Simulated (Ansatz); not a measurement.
Ba2O in space group R-3m (No. 166; Ba on 6c, O on 3a) at seven volumes, plane-wave PAW PBEsol (Ansatz code), shape and atoms relaxed at each. One row is withheld.

```json
[
 {"V (Å³/atom)": "28.654", "P (GPa)": "3.05"},
 {"V (Å³/atom)": "29.599", "P (GPa)": "1.87"},
 {"V (Å³/atom)": "30.543", "P (GPa)": "0.86"},
 {"V (Å³/atom)": "31.488", "P (GPa)": "0.00"},
 {"V (Å³/atom)": "32.432", "P (GPa)": "?"},
 {"V (Å³/atom)": "33.377", "P (GPa)": "-1.36"},
 {"V (Å³/atom)": "34.322", "P (GPa)": "-1.87"}
]
```

Task: Fit the shown pressures and predict the withheld one.

Result: Third-order Birch–Murnaghan: P = (3/2)B₀(x^(7/2) − x^(5/2))[1 + (3/4)(B′ − 4)(x − 1)] with x = (V₀/V)^(2/3). Least squares on the six rows gives V₀ = 31.489 Å³/atom, B₀ = 26.31 GPa, B′ = 4.38. At V = 32.432, x = 0.9805 and P = -0.73 GPa. The run itself gave -0.75 GPa.

The start of the workflow was typed in or built on a structure type; neither database checked (COD, Materials Project) lists it. Its standing as an ambient phase is unchecked. Symmetry was held in the PBEsol relaxation; whether a distortion lowers the energy is not shown. The volume moved by -23 % from the start of the relaxation. Spin–orbit coupling is left out wherever it is not named.

Potentials: the earlier of the program's two PAW sets. The files were generated under PBE; for other functionals the program regenerates the frozen cores, and for LDA and PBEsol the local potential too.
